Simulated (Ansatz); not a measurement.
# Ta4O: generalised stacking fault

These are results of DFT PBEsol, scalar-relativistic, plane waves, PAW (Ansatz), not measurements. The runs took a 420 eV cutoff, a Γ-centred 14×14×4 mesh and Gaussian smearing (0.15 eV). Spin–orbit coupling is left out, which can shift energies with elements as heavy as these. No spin polarisation. Energies are free energies at this smearing, counted from the undisturbed cell; pressure is positive in compression.

The undisturbed cell (relaxed at this level; with this scan's settings it stands at 0.1 GPa; it needn't be the usual structure):

```xyz
10
Lattice="-3.2109 0.0000 0.0000 0.0000 -3.2109 0.0000 0.0000 0.0000 14.6840" Properties=species:S:1:pos:R:3 pbc="T T T"
Ta    0.0000    0.0000   13.6458
Ta    0.0000    0.0000    6.3038
Ta   -1.6055   -1.6055    1.0380
Ta   -1.6055   -1.6055    8.3800
Ta   -1.6055   -1.6055   11.5696
Ta   -1.6055   -1.6055    4.2276
Ta    0.0000    0.0000    2.6328
Ta    0.0000    0.0000    9.9748
O    -1.6055   -1.6055   13.6458
O    -1.6055   -1.6055    6.3038
```

The cut lies on the cell's a–b face, a (0 0 1) plane (indices in the standard cell, whose axes needn't be the Cartesian ones shown) of area 10.31 Å², between layers 2.08 Å apart. Vector c is tilted by f times 1·a − 1·b (length 4.541 Å) with the atoms' Cartesian places fixed: one unrelaxed fault a cell. The cell is metallic on the mesh throughout.

Over the sampled range (0.0000 to 0.5000), is the undisturbed cell the lowest point?

Yes, every other sampled point lies higher.

The scan:

```csv
f,γ (mJ/m²)
0.0000,0
0.0833,259
0.1667,1179
0.2500,2860
0.3333,4772
0.4167,6229
0.5000,6782
```

Cost: 7 runs of about 6.2 core-minutes in all, on AMD EPYC 9R45 (Zen 5) (shared hosts).